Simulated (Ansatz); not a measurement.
ZnS (zinc blende, F-43m), a = 5.389 Å, b = 5.389 Å, c = 5.389 Å, α = 90.00°, β = 90.00°, γ = 90.00°; the cell used has 2 atoms.

Relaxed with r²SCAN. r²SCAN in the plane-wave PAW code Ansatz gives a gap of 2.70 eV.

**Question.** What gap does HSE06 give on the same cell (Ansatz, PAW)?

**Answer.** 3.37 eV, 0.67 eV more. The hybrid was solved on a coarser mesh and at special points; its gap is the smallest among all of these.

| k | v1 r²SCAN | c1 r²SCAN | v1 HSE06 | c1 HSE06 |
|---|---|---|---|---|
| Γ | 0.00 | 2.70 | 0.00 | 3.37 |
| X | -2.31 | 3.71 | … | … |
| L | -0.90 | 3.82 | … | … |
| W | -2.82 | 6.03 | … | … |
| K | -1.88 | 4.49 | … | … |

**Question.** Top valence (v1) and lowest conduction level (c1) in eV from each method's valence maximum (which need not be a listed point): supply the withheld HSE06 values.

**Answer.** 
- W, v1 HSE06: -2.89
- W, c1 HSE06: 6.78
- L, v1 HSE06: -0.92
- L, c1 HSE06: 4.58
- X, v1 HSE06: -2.37
- X, c1 HSE06: 4.36
- K, v1 HSE06: -1.93
- K, c1 HSE06: 5.22

Cost on shared cores: the r²SCAN run (SCF on a 9×9×9 mesh, then bands and DOS) about 16 core-seconds (a rough figure), the HSE06 run (SCF on 7×7×7, then a few points) roughly 2.1 core-minutes; the tasks are unlike.

Symmetry was held in the r²SCAN relaxation.

Potentials: the later of the program's two PAW sets.
